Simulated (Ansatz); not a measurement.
**ZrTi$_{3}$O$_{8}$ (Cm) at 2 levels of theory**

One geometry, relaxed with PBE; plane waves with PAW potentials in Ansatz, scalar-relativistic. No spin polarisation. Gaps are the least over mesh and band path; pressure is positive in compression.

```cif
data_structure
_symmetry_space_group_name_H-M 'P 1'
_symmetry_Int_Tables_number 1
_cell_length_a 4.7205
_cell_length_b 4.7205
_cell_length_c 6.1343
_cell_angle_alpha 90.240
_cell_angle_beta 90.240
_cell_angle_gamma 88.504
_cell_volume 136.64
loop_
_atom_site_label
_atom_site_type_symbol
_atom_site_fract_x
_atom_site_fract_y
_atom_site_fract_z
_atom_site_occupancy
Zr1 Zr 0.99439 0.99439 0.50312 1
Ti1 Ti 0.02219 0.02219 0.00364 1
Ti2 Ti 0.49149 0.49149 0.73272 1
Ti3 Ti 0.51654 0.51654 0.22195 1
O1 O 0.30347 0.30347 0.00352 1
O2 O 0.30586 0.30586 0.51352 1
O3 O 0.79732 0.19776 0.76871 1
O4 O 0.80075 0.19762 0.23876 1
O5 O 0.69152 0.69152 0.00610 1
O6 O 0.68120 0.68120 0.50050 1
O7 O 0.19776 0.79732 0.76871 1
O8 O 0.19762 0.80075 0.23876 1
```

```csv
level,cutoff (eV),k mesh,gap (eV),pressure (GPa)
PBE,420,6×6×6,2.22,0.0
```

Question: What comes out on the same cell with r2SCAN?

Answer:
| level | cutoff (eV) | k mesh | gap (eV) | pressure (GPa) |
| --- | --- | --- | --- | --- |
| r2SCAN | 500 | 6×6×6 | 2.58 | -4.6 |

The cell was found from a structure generator's guess, not taken from experiment.
